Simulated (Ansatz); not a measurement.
TiAl3:
```yaml
crystal:
  lattice:
    - [2.78527, 0.00000, 0.00000]
    - [0.00000, 4.67073, 0.00000]
    - [0.00000, 0.00000, 4.90524]
  atoms:
    - { symbol: Ti, position: [0.00000, 0.50000, 0.16367] }
    - { symbol: Al, position: [0.50000, 0.50000, 0.66394] }
    - { symbol: Al, position: [0.50000, 0.00000, 0.33367] }
    - { symbol: Al, position: [0.00000, 0.00000, 0.83872] }
```

Relaxed with r²SCAN.

Question: Map the electron localisation function on the plane through (0.000, 0.500, 0.164) spanned by u = [1, 0, 0] and v = [0, 0, 1] in lattice vectors, from r²SCAN (plane waves, PAW; program Ansatz).

Answer: x is the fraction of u, y of v (the angle between them is 90°; rows are the nearest grid lines); atoms in the plane: Ti at (0.00, 0.00), Al at (0.50, 0.50).
```
|  +%%=:-=-:=%%+  |
|.:*%#=:-=-:=#%*:.|
|*###+::-=-::+###*|
|%%#+:.:=+=:.:+#%%|
|*+-...-+*+-...-+*|
|.....-+###+-.....|
|===+*#%@@@%#*+===|
|**##%%%%%%%%%##**|
|%%%%#*+=-=+*#%%%%|
|%%%%*-.   .-*%%%%|
|@@@%+.     .+%@@@|
|@@@#-  ...  -#@@@|
|@@%#-  : :  -#%@@|
|%%%#=.     .=#%%%|
|%%%#*-.   .-*#%%%|
|#####**+=+**#####|
|***##%%@@@%%##***|
|--=+*%@@@@@%*+=--|
|:....-*#%#*-....:|
|*+-...-+*+-...-+*|
|%%#=:.:=+=:.:=#%%|
|*###+::-=-::+###*|
|.:*%#=:-=-:=#%*:.|
|  +%%=:-=-:=%%+  |
```
Scale: ten equal steps from 0.007 (start of ' ') to 0.787 (end of '@'), in the order ' .:-=+*#%@'; x runs from 0.000 to 1.00, y from 0.000 (bottom) to 1.00 (top).

The density is the valence pseudo-density with augmentation charge, so density and ELF within about 1 Å of a nucleus are not all-electron values.

Space group Pmm2. The workflow started from a Materials Project entry (that database holds measured and hypothetical structures alike); the Crystallography Open Database copy checked does not list it. With Ti and Al taken as one species the cell has the higher symmetry P6_3/mmc, so it may be an ordered model of a mixed-site phase. Whether it is the stable phase at ambient conditions was not checked. The cell was relaxed with r²SCAN under the symmetry of its start; its stability against distortions is not shown here. The run is not spin-polarised.

Potentials: the later of the program's two PAW sets.
